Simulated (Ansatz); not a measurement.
Here is the system:

GaP:
```
CELL_PARAMETERS angstrom
      0.00000     2.75299     2.75299
      2.75299     0.00000     2.75299
      2.75299     2.75299     0.00000
ATOMIC_POSITIONS crystal
  P  0.75000 0.75000 0.75000
  Ga 0.00000 0.00000 0.00000
```

This is the PBE-relaxed structure.

Q: All from DFT-PBE in the program Ansatz with PAW potentials, unless another level is named. Estimate the zero-point energy.

A: 44.4 meV/atom.

Q: Predict the bulk modulus (Birch–Murnaghan fit).

A: 76.6 GPa.

Q: Predict the elastic constants (relaxed ions, GPa).

A: C11 = 125, C12 = 52.5, C44 = 64.5.

Space group F-43m (zinc blende). The PBE relaxation kept the symmetry of its start; phonons on a q-mesh show no instability. Scalar-relativistic: spin–orbit coupling is off unless named, which matters more the heavier the elements.

Potentials: the later of the program's two PAW sets.
